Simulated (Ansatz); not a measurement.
Starting cell, SnO2 (rutile):

```
CELL_PARAMETERS angstrom
      9.65509     0.00000     0.00000
      0.00000     4.82754     0.00000
      0.00000     0.00000     3.23815
ATOMIC_POSITIONS crystal
  Sn 0.00000 0.00000 0.00000
  Sn 0.50000 0.00000 0.00000
  Sn 0.25000 0.50000 0.50000
  Sn 0.75000 0.50000 0.50000
  O  0.15329 0.30658 0.00000
  O  0.65329 0.30658 0.00000
  O  0.40329 0.19342 0.50000
  O  0.90329 0.19342 0.50000
  O  0.09671 0.80658 0.50000
  O  0.59671 0.80658 0.50000
  O  0.34671 0.69342 0.00000
  O  0.84671 0.69342 0.00000
```

The atoms are displaced by Q × the pattern below (from a DFPT mode at X = (0.5, 0.0, 0.0), largest move 1; Q in Å), at fixed cell. It is one choice among 2 degenerate patterns. (q is in reciprocal vectors of the primitive cell; the cell shown is doubled to hold the pattern.)

```json
[
 {"atom": "Sn1", "x": "0.035", "y": "-0.004", "z": "0.000"},
 {"atom": "Sn2", "x": "-0.035", "y": "0.004", "z": "0.000"},
 {"atom": "Sn3", "x": "0.992", "y": "0.127", "z": "0.000"},
 {"atom": "Sn4", "x": "-0.992", "y": "-0.127", "z": "0.000"},
 {"atom": "O5", "x": "0.717", "y": "-0.025", "z": "0.000"},
 {"atom": "O6", "x": "-0.717", "y": "0.025", "z": "0.000"},
 {"atom": "O7", "x": "0.418", "y": "0.129", "z": "0.000"},
 {"atom": "O8", "x": "-0.418", "y": "-0.129", "z": "0.000"},
 {"atom": "O9", "x": "0.467", "y": "0.130", "z": "0.000"},
 {"atom": "O10", "x": "-0.467", "y": "-0.130", "z": "0.000"},
 {"atom": "O11", "x": "0.686", "y": "-0.016", "z": "0.000"},
 {"atom": "O12", "x": "-0.686", "y": "0.016", "z": "0.000"}
]
```

Level of theory: PBE (plane waves to 420 eV, PAW, scalar-relativistic; Ansatz, an electronic-structure program). k mesh 4×7×10 (Γ-centred), Fermi-Dirac smearing 0.05 eV. Energies are smeared free energies. SnO2 was relaxed with its symmetry unable to fall. ΔE is measured from the undisplaced structure.

```json
[
 {"Q (Å)": "-0.180", "ΔE (meV/cell)": "537"},
 {"Q (Å)": "-0.120", "ΔE (meV/cell)": "238"},
 {"Q (Å)": "-0.060", "ΔE (meV/cell)": "59"},
 {"Q (Å)": "0.000", "ΔE (meV/cell)": "0"},
 {"Q (Å)": "0.060", "ΔE (meV/cell)": "59"},
 {"Q (Å)": "0.120", "ΔE (meV/cell)": "238"},
 {"Q (Å)": "0.180", "ΔE (meV/cell)": "537"}
]
```

Q: Which DFPT wavenumber at X = (0.5, 0.0, 0.0) belongs to this mode?
(A) 424 cm⁻¹
(B) 147 cm⁻¹
(C) 105 cm⁻¹
(D) 178 cm⁻¹

A: D, 178 cm⁻¹. The curvature of the scan gives 178 cm⁻¹

(For displaced atoms, the force is minus the slope of the energy, and its curvature is a force constant, which sets phonon frequencies.)
